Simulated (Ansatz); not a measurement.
Question: Name crystals whose computed values (plane-wave PAW r²SCAN+D4 (Ansatz code)) fall in these windows: electron conductivity mass (mₑ) 0.47 to 0.59; HSE06 gap (eV) 1.1 to 1.4; B₀ by P(V) fit (GPa) 24 to 33.

Answer: 

```json
[
 {"crystal": "Te2Mo, P6_3/mmc (Mo on 2c, Te on 4f)", "electron conductivity mass (mₑ)": "0.53", "HSE06 gap (eV)": "1.22", "B₀ by P(V) fit (GPa)": "29.0"}
]
```
Others may fit too.

The cell was relaxed under the symmetry of its start. Rows with no word on spin ran without spin polarisation. Spin–orbit coupling is left out wherever it is not named.

Potentials: the later of the program's two PAW sets.
